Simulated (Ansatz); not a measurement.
GaAs in space group P4_2/mnm (No. 136; Ga on 4g, As on 4f) at seven volumes, PBEsol in the plane-wave PAW code Ansatz, shape and atoms relaxed at each. One row is withheld.

```tsv
V (Å³/atom)	P (GPa)
21.785	7.34
22.503	4.48
23.221	2.04
23.939	0.00
24.658	?
25.376	-3.22
26.094	-4.37
```

Fit the shown pressures and predict the withheld one.

Third-order Birch–Murnaghan: P = (3/2)B₀(x^(7/2) − x^(5/2))[1 + (3/4)(B′ − 4)(x − 1)] with x = (V₀/V)^(2/3). Least squares on the six rows gives V₀ = 23.937 Å³/atom, B₀ = 62.45 GPa, B′ = 4.72. At V = 24.658, x = 0.9804 and P = -1.73 GPa. The run itself gave -1.74 GPa.

The start of the workflow was typed in or built on a structure type; neither database checked (COD, Materials Project) lists it. It is not the phase usual at ambient conditions (space group No. 216). The cell was relaxed with PBEsol under the symmetry of its start; whether a distortion lowers the energy is not shown. The volume moved by 16 % from the start of the relaxation.

Potentials: the earlier of the program's two PAW sets. The files were generated under PBE; for other functionals the program regenerates the frozen cores, and for LDA and PBEsol the local potential too.
